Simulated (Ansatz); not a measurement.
InMo₂C:
```cif
data_C2In2Mo4
_chemical_formula_sum 'In2 Mo4 C2'
_space_group_name_H-M_alt 'P63/mmc'
_space_group_IT_number 194
_space_group_name_Hall '-P 6c 2c'
_cell_length_a 3.12641
_cell_length_b 3.12641
_cell_length_c 14.02168
_cell_angle_alpha 90.000
_cell_angle_beta 90.000
_cell_angle_gamma 120.000
loop_
_atom_site_label
_atom_site_type_symbol
_atom_site_symmetry_multiplicity
_atom_site_Wyckoff_symbol
_atom_site_fract_x
_atom_site_fract_y
_atom_site_fract_z
_atom_site_occupancy
In1 In 2 d 0.66667 0.33333 0.25000 1
Mo1 Mo 4 f 0.33333 0.66667 0.07988 1
C1 C 2 a 0.00000 0.00000 0.00000 1
```

Relaxed at zero pressure with plane-wave PAW PBE (Ansatz code).

### Question
The volume is raised by 6 % and shape and atoms relax at that volume. What pressure results, and how do the axes share the change?

### Answer
-8.5 GPa; a 2.0 %, b 2.0 %, c 1.9 %; the energy rises by 25 meV/atom.

### Question
Give the new structure.

### Answer

Space group P6₃/mmc (No. 194); a = b = 3.1892 Å, c = 14.2832 Å, α = β = 90.00°, γ = 120.00°

```tsv
atom	site	symmetry	x	y	z
In	2d	-6m2	0.6667	0.3333	0.2500
Mo	4f	3m.	0.3333	0.6667	0.0774
C	2a	-3m.	0.0000	0.0000	0.0000
```

The phase is kept; no other phase was compared at this pressure.

Space group P6_3/mmc. The start of the workflow was typed in or built on a structure type; neither database checked (COD, Materials Project) lists it. Whether it is the stable phase at ambient conditions was not checked. The cell was relaxed with PBE under the symmetry of its start; whether a distortion lowers the energy is not shown. The run is not spin-polarised.

Potentials: the earlier of the program's two PAW sets.
